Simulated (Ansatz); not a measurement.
In2Ag:
Space group I4/mcm (No. 140); a = b = 6.8947 Å, c = 5.6580 Å, α = β = γ = 90.00°

```json
[
 {"atom": "In", "site": "8h", "symmetry": "m.2m", "x": "0.3452", "y": "0.1548", "z": "0.0000"},
 {"atom": "Ag", "site": "4a", "symmetry": "422", "x": "0.0000", "y": "0.0000", "z": "0.2500"}
]
```
(The calculation used a cell of 6 atoms; values per cell refer to that cell.)

Relaxed at zero pressure with DFT-r²SCAN in the program Ansatz with PAW potentials.

Problem. The volume is lowered by 6 % and shape and atoms relax at that volume. What pressure results, and how do the axes share the change?

Solution. 4.6 GPa; a -2.0 %, b -2.0 %, c -2.1 %; the energy rises by 18 meV/atom.

Problem. Give the new structure.

Solution. 
Space group I4/mcm (No. 140); a = 6.7560 Å, b = 6.7560 Å, c = 5.5391 Å, α = 90.00°, β = 90.00°, γ = 90.00°

```
atom  site  symmetry       x       y       z
----  ----  --------  ------  ------  ------
In      8h      m.2m  0.3456  0.1544  0.0000
Ag      4a       422  0.0000  0.0000  0.2500
```

The phase is kept; no other phase was compared at this pressure.

The workflow started from an entry of the Crystallography Open Database (COD). Its standing as an ambient phase is unchecked. The cell was relaxed with r²SCAN under the symmetry of its start; its stability against distortions is not shown here. The run is not spin-polarised. Axis ratios of metals converge slowly with the k-mesh, so a and c are less sure than the volume.

Potentials: the later of the program's two PAW sets.
